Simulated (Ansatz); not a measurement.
Input:

GaSb:
```cif
data_Ga2Sb2
_chemical_formula_sum 'Ga2 Sb2'
_space_group_name_H-M_alt 'P63/mmc'
_space_group_IT_number 194
_space_group_name_Hall '-P 6c 2c'
_cell_length_a 3.87088
_cell_length_b 3.87088
_cell_length_c 7.14689
_cell_angle_alpha 90.000
_cell_angle_beta 90.000
_cell_angle_gamma 120.000
loop_
_atom_site_label
_atom_site_type_symbol
_atom_site_symmetry_multiplicity
_atom_site_Wyckoff_symbol
_atom_site_fract_x
_atom_site_fract_y
_atom_site_fract_z
_atom_site_occupancy
Ga1 Ga 2 a 0.00000 0.00000 0.00000 1
Sb1 Sb 2 c 0.33333 0.66667 0.25000 1
```

This is the PBEsol-relaxed structure.

Task: All from DFT-PBEsol in the program Ansatz with PAW potentials, unless another level is named. Predict the formation energy from the elements (no fitted shifts).

Result: 0.041 eV/atom.

Task: Next, the density of states at the Fermi level?

Result: 0.55 states/eV per atom (mean over ±0.08 eV).

Task: What about the gap with spin–orbit coupling?

Result: none (metallic).

Space group P6_3/mmc (NiAs type). The start of the workflow was typed in or built on a structure type; neither database checked (COD, Materials Project) lists it. It is not the phase usual at ambient conditions (space group No. 216). Symmetry was held in the PBEsol relaxation; of distortions, only those at the zone centre were tested. The references are the lowest solids computed at this level, not always the standard phases. Spin–orbit coupling is left out wherever it is not named.

Potentials: the later of the program's two PAW sets.
